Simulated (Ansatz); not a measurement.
# EuSb (antiNiAs structure)

The computed numbers are results of PBE, scalar-relativistic (collinear spin) in the plane-wave PAW code Ansatz at 420 eV, Γ-centred 8×8×6 mesh, 0.05 eV Gaussian smearing; PAW files: Ansatz's generated set soft_2.

```
Eu Sb
1.0
     4.90838    0.00000    0.00000
    -2.45419    4.25078    0.00000
     0.00000    0.00000    6.62251
Eu Sb
2 2
Direct
  0.33333 0.66667 0.25000
  0.66667 0.33333 0.75000
  0.00000 0.00000 0.00000
  0.00000 0.00000 0.50000
```

The structure was built from a prototype; whether the compound forms in it isn't claimed.

The geometry is fixed. Moments are started on Eu in several ways. Signs follow the order of those atoms. q is the propagation vector of an order in a doubled cell, in units of this cell's reciprocal vectors; doubled cells take an equivalent mesh or are counted from a ferromagnetic run in the same cell, unless said otherwise. Energies count from the first row, the state in which the cell was relaxed.

The starts:
- ferromagnetic
- no spin polarisation
- antiferromagnetic in the cell, signs +-
- antiparallel, q = (0, 0, 1/2), signs ++--
- antiparallel, q = (0, 1/2, 0), signs ++--

Task: Which start ends lowest?

Result: Lowest: ferromagnetic, though «antiparallel, q = (0, 1/2, 0), signs ++--» lies within 0.5 meV/atom, too near to part.

| start | largest typed moment (μB) | ΔE (meV/atom) | gap on the mesh (eV) | P (GPa) | final spin moments (μB) |
| --- | --- | --- | --- | --- | --- |
| ferromagnetic | 7.42* | 0.0 | metal | 0.0 | Eu 6.75; Sb -0.06 |
| no spin polarisation | 0.00 | 3619.8 | metal | -2.7 | none |
| antiferromagnetic in the cell, signs +- | 6.00* | 4.5 | metal | 0.1 | Eu 6.77, -6.77 |
| antiparallel, q = (0, 0, 1/2), signs ++-- | 6.00* | 1.8 | metal | 0.1 | Eu 6.76, -6.76; Sb -0.06, 0.06 |
| antiparallel, q = (0, 1/2, 0), signs ++-- | 6.00* | 0.5 | metal | 0.1 | Eu 6.78, -6.78 |

A star marks runs that didn't start from the typed moments alone: the program put its own moment for the open shell in their place.

The program noted a lower state or an instability beside: antiferromagnetic in the cell, signs +-; antiparallel, q = (0, 0, 1/2), signs ++--. The lower rows of the table may be what it saw.

The program marks the state without spin polarisation as possibly unstable.

The row without spin polarisation prices the pairing of the open shell's electrons, not a magnetic ordering energy.

Only orders that fit these small cells were tried, so the real crystal's order may be another.

Without a U the 4f levels of Eu lie too near the Fermi level, so their share of the states there, and what hangs on it, is overstated. No spin–orbit coupling, a notable omission for heavy elements. Site moments are of spin, integrated over atomic spheres.

The state of the open shells isn't shown to be the lowest.
